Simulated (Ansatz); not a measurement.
Ge (diamond)

```
CELL_PARAMETERS angstrom
      0.00000     2.88084     2.88084
      2.88084     0.00000     2.88084
      2.88084     2.88084     0.00000
ATOMIC_POSITIONS crystal
  Ge 0.50000 0.50000 0.50000
  Ge 0.75000 0.75000 0.75000
```

The slice is a {110} plane (indices of the conventional cell) through the point (0.750, 0.750, 0.750) (fractional), spanned by u = [100] and v = [1 -1 -1] in vectors of this cell: u (4.07 Å) and v (5.76 Å, at 90° to u). It covers one period; positions are fractions (u, v).

These are PBE (plane waves to 420 eV, PAW, scalar-relativistic; Ansatz, a first-principles code) values and carry that method's errors. k mesh 14×14×14. Near the nuclei the fields are pseudised (PAW); where an atom keeps semicore shells as valence, they peak there. Ge was relaxed with its symmetry unable to fall.

### Question
What is the valence density on the shortest Ge–Ge line in this plane (2.49 Å), at its midpoint?

### Answer
0.47 e/Å³.

### Question
The ELF has a maximum in the middle third of the Ge–Ge line. Where, and how high?

### Answer
0.76, 1.2 Å from Ge.

### Question
Predict the map of the electron localisation function (ELF) on the slice.

### Answer
```
|xxxx--==++==--::--==++==--xx|
|::--======::..  ..::======--|
|==++++++--..      ..--++++++|
|++++++--..          ..--++++|
|====--..              ..--==|
|::::..                  ..::|
|                            |
|                            |
|          ..::::::..        |
|        ..--======--..      |
|      ..--++++++++++--..    |
|    ..--++++++==++++++--..  |
|  ..::======--::--======::..|
|::--==++==--xxxxxx--==++==--|
|==++####++::xxxxxx::++####++|
|++**%%@@**--xxxxxx--**@@%%**|
|==++##@@%%++--::--++%%@@##++|
|::--++%%@@##++==++##@@%%++--|
|xxxx--**@@%%**++**%%@@**--xx|
|xxxx::++####++==++####++::xx|
```
Scale: ten equal steps from 0.01 (start of ' ') to 0.76 (end of '@'), in the order ' .:-=+*#%@'. Values: electron localisation function (ELF). The map has 14 points along u (two characters each, u = 0 at the left) and 20 along v (v = 0 in the bottom row). Points within 0.5 Å of a nucleus are blanked (x), as the pseudised field means little there.
